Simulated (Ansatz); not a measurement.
## Band structure of Sr2CuO3

```
CELL_PARAMETERS angstrom
-1.75833 1.96398 6.30796
1.75833 -1.96398 6.30796
1.75833 1.96398 -6.30796
ATOMIC_POSITIONS crystal
Sr 0.14693 0.64693 0.50000
Sr 0.85307 0.35307 0.50000
Cu 0.50000 0.00000 0.50000
O 0.00000 0.00000 0.00000
O 0.34582 0.84582 0.50000
O 0.65418 0.15418 0.50000
```

Atoms are numbered in the order listed.

Structure from Materials Project entry mp-5456 (possibly hypothetical), not relaxed further.

Without spin polarisation or U, such a compound can come out metallic where the real one is a magnetic insulator.

Computed with DFT, PBEsol, all-electron LAPW, scalar-relativistic in Ansatz 0.2.0.

Sampling and basis: a Γ-centred 12×12×12 k mesh, Fermi–Dirac smearing of 0.05 eV, basis error target 1 meV/atom, no spin polarisation.

Points in fractions of the reciprocal vectors of this cell: Γ (0, 0, 0), X (0.5, 0.5, -0.5), F2 (0.269, 0.731, -0.269), Σ0 (-0.269, 0.269, 0.269), Y0 (0.274, -0.274, 0.274), U0 (0.726, 0.274, -0.274). The path joins them by straight lines in the order Γ–X–F2–Σ0–Γ–Y0–U0–X–Γ; legs that retrace an earlier one aren't tabulated. Energies are in eV from the Fermi level.

Task: Metal or insulator at this level of theory?

Result: No gap opens: metallic or semimetallic.

Task: Tabulate bands 48 to 53, counted from the lowest band of the run, along the path.

Result: 
```csv
k (1/Å),point,band 48,band 49,band 50,band 51,band 52,band 53
0.00,Γ,-1.59,-1.54,-1.40,1.48,3.00,3.66
0.07,,-1.56,-1.53,-1.38,1.54,2.95,3.73
0.14,,-1.52,-1.52,-1.36,1.69,2.87,3.90
0.21,,-1.52,-1.47,-1.33,1.89,2.81,4.11
0.28,,-1.52,-1.43,-1.30,2.06,2.86,4.33
0.36,,-1.53,-1.39,-1.28,2.14,3.05,4.34
0.43,,-1.54,-1.38,-1.26,2.16,3.34,4.01
0.50,X,-1.54,-1.37,-1.26,2.16,3.64,3.70
0.62,,-1.52,-1.40,-1.31,2.25,3.76,3.76
0.73,,-1.48,-1.46,-1.46,2.49,3.92,4.07
0.85,,-1.62,-1.59,-1.40,2.79,4.17,4.46
0.97,,-1.78,-1.70,-1.33,3.04,4.46,4.83
1.09,,-1.89,-1.79,-1.26,3.18,4.70,5.12
1.20,,-1.98,-1.86,-1.20,3.24,4.88,5.30
1.32,F2,-2.03,-1.91,-1.18,3.26,5.02,5.35
1.40,,-2.03,-1.91,-1.18,3.26,5.05,5.34
1.47,,-2.00,-1.92,-1.19,3.26,5.09,5.31
1.54,,-1.97,-1.92,-1.20,3.26,5.13,5.27
1.62,,-1.97,-1.92,-1.20,3.26,5.13,5.27
1.69,,-2.00,-1.92,-1.19,3.26,5.09,5.31
1.77,,-2.03,-1.91,-1.18,3.26,5.05,5.34
1.84,Σ0,-2.03,-1.91,-1.18,3.26,5.02,5.35
1.98,,-1.97,-1.93,-1.20,3.21,5.12,5.25
2.11,,-1.92,-1.91,-1.27,3.04,4.94,5.22
2.25,,-1.87,-1.86,-1.35,2.73,4.48,5.23
2.39,,-1.78,-1.78,-1.42,2.33,3.95,4.86
2.53,,-1.69,-1.62,-1.48,1.93,3.47,4.27
2.66,,-1.62,-1.52,-1.46,1.61,3.13,3.82
2.80,Γ,-1.59,-1.54,-1.40,1.48,3.00,3.66
2.93,,-1.62,-1.42,-1.22,1.58,3.09,3.78
3.05,,-1.71,-1.47,-0.71,1.88,3.35,4.08
3.18,,-1.75,-1.53,-0.22,2.34,3.75,4.46
3.30,,-1.60,-1.59,0.17,2.92,4.21,4.78
3.43,,-1.48,-1.47,0.45,3.54,4.62,4.91
3.55,,-1.41,-1.40,0.61,4.06,4.91,4.92
3.68,Y0,-1.44,-1.43,0.66,4.24,4.46,5.09
3.75,,-1.43,-1.41,0.67,4.26,4.53,5.03
3.83,,-1.42,-1.40,0.68,4.26,4.58,4.99
3.90,,-1.42,-1.39,0.69,4.26,4.60,4.96
3.98,,-1.42,-1.39,0.69,4.26,4.60,4.96
4.05,,-1.42,-1.40,0.68,4.26,4.58,4.99
4.13,,-1.43,-1.41,0.67,4.26,4.53,5.03
4.20,U0,-1.44,-1.43,0.66,4.24,4.46,5.09
4.30,,-1.53,-1.53,0.58,3.85,4.36,5.19
4.41,,-1.65,-1.54,0.38,3.36,4.30,5.14
4.51,,-1.68,-1.47,0.06,2.93,4.21,4.84
4.61,,-1.59,-1.40,-0.37,2.60,4.08,4.38
4.72,,-1.48,-1.33,-0.86,2.36,3.91,3.99
4.82,,-1.40,-1.31,-1.28,2.21,3.73,3.76
4.92,X,-1.54,-1.37,-1.26,2.16,3.64,3.70
```
